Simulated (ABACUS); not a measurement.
A user runs ABACUS on Cu (I4/mmm, 1 atom in the cell; from Materials Project mp-1010136, lattice scaled a little) and asks whether the run is sound. The aim is a self-consistent single point with DFT, PBEsol, plane waves, PseudoDojo 0.4 standard norm-conserving PBEsol (tails mended) pseudopotentials.

The input file:

```
# file: INPUT
INPUT_PARAMETERS
calculation          scf
basis_type           pw
pseudo_dir           ./
ecutwfc              92.0
symmetry             1
symmetry_prec        1e-05
smearing_method      mv
smearing_sigma       0.00999582
ks_solver            dav
scf_nmax             100
scf_thr              1.0e-09
mixing_type          broyden
mixing_beta          0.4
cal_force            1
cal_stress           1
device               cpu
# file: STRU
ATOMIC_SPECIES
Cu 63.546 Cu.upf

LATTICE_CONSTANT
1.889726125

LATTICE_VECTORS
  -1.4633510000    1.4633510000    1.3740860000
   1.4633510000   -1.4633510000    1.3740860000
   1.4633510000    1.4633510000   -1.3740860000

ATOMIC_POSITIONS
Direct

Cu
0.0
1
   0.0000000000    0.0000000000    0.0000000000
# file: KPT
K_POINTS
0
MP
1 1 1 0 0 0
```

Output (repeated stretches shortened):

```
 READING UNITCELL INFORMATION
                                    ntype = 1
                  lattice constant (Bohr) = 1.88973
              lattice constant (Angstrom) = 1

 READING ATOM TYPE 1
                               atom label = Cu
                      L=0, number of zeta = 1
   [... lines left out ...]
Original cell was already a primitive cell.
                        ROTATION MATRICES = 16
              PURE POINT GROUP OPERATIONS = 16
                   SPACE GROUP OPERATIONS = 16
                              POINT GROUP = D_4h
               POINT GROUP IN SPACE GROUP = D_4h

 SETUP K-POINTS
                                    nspin = 1
                   Input type of k points = Monkhorst-Pack
                                   nkstot = 1
                        ROTATION MATRICES = 16
                               nkstot_ibz = 1
K-POINTS REDUCTION ACCORDING TO SYMMETRY
     IBZ    DIRECT_X    DIRECT_Y    DIRECT_Z  WEIGHT  ibz2bz
       1  0.00000000  0.00000000  0.00000000  1.0000       0

                               nkstot now = 1

K-POINTS DIRECT COORDINATES
 KPOINTS    DIRECT_X    DIRECT_Y    DIRECT_Z  WEIGHT
       1  0.00000000  0.00000000  0.00000000  2.0000

 SETUP PLANE WAVES FOR WAVE FUNCTIONS
     energy cutoff for wavefunc (unit:Ry) = 92
              fft grid for wave functions = [ 30, 30, 30 ]
                    number of plane waves = 1179

      TOTAL NUMBER OF NONLOCAL PROJECTORS = 18

 -------------------------------------------
 SELF-CONSISTENT
 -------------------------------------------
                                 init_chg = atomic

 PW ALGORITHM --------------- ION=   1  ELEC=   1--------------------------------

 Density error is 0.31670337701
                          Error Threshold = 0.01
 E_KohnSham     -379.5977902825      -5164.6928960517
 E_Fermi        1.2888346669         17.5354952501

 PW ALGORITHM --------------- ION=   1  ELEC=   2--------------------------------

 Density error is 0.130909510831
                          Error Threshold = 0.001666859879
   [... lines left out ...]

 Density error is 2.86822365013e-06
                          Error Threshold = 6.60830343234e-08
 E_KohnSham     -379.6409457579      -5165.2800564161
 E_Fermi        1.0351338270         14.0837182393

 PW ALGORITHM --------------- ION=   1  ELEC=  16--------------------------------

 Density error is 3.43138293714e-11
                          Error Threshold = 1.50959139481e-08
 E_KohnSham     -379.6409458447      -5165.2800575967
 E_KS(sigma->0) -379.6392170382      -5165.2565359783
 E_entropy(-TS) -0.0034576129        -0.0470432367
 E_Fermi        1.0351327353         14.0837033863
 charge density convergence is achieved
 final etot is -5165.2800576 eV
 EFERMI = 14.083703386 eV

 STATE ENERGY(eV) AND OCCUPATIONS    NSPIN == 1
   [... 17 lines left out ...]

 TOTAL-FORCE (eV/Angstrom)
                       Cu1         0.0000000000         0.0000000000         0.0000000000

 TOTAL-STRESS (KBAR)
      -863.6945431810        -0.0000000000        -0.0000000000
        -0.0000000000      -863.6945431810         0.0000000000
        -0.0000000000        -0.0000000000      -790.0846679222
 TOTAL-PRESSURE: -839.157918 KBAR

 --------------------------------------------
 !FINAL_ETOT_IS -5165.2800575966830365 eV
 --------------------------------------------
```

Is this run sound? If not, what is wrong?

The run is not sound. The fault is a single k-point for a small metallic cell. One k-point cannot sample the Fermi surface of a small cell. To fix it, use a converged k-point mesh. The run converged in 16 iterations without an error; against the sound input the free energy goes down by 9.90 eV/atom and the pressure goes from -5.78 to -83.92 GPa.

An input that runs soundly differs in these lines (not the only fix; some lines may just follow from the change or write a value another way):
```diff
-MP
-1 1 1 0 0 0
+Gamma
+16 16 16 0 0 0
```

With that input, the run converged in 9 iterations: free energy E − TS -5155.3761 eV; Fermi level (on the code's own zero) 17.30 eV; pressure -5.78 GPa (DFT, PBEsol, plane waves, PseudoDojo 0.4 standard norm-conserving PBEsol (tails mended) pseudopotentials).

The structure comes from a collection of computed structures, made at another level of theory; the collection holds predicted forms beside known ones. Its lattice was then scaled.

“Tails mended”: in these copies of the files the far tail of each local potential was reset to the Coulomb form.
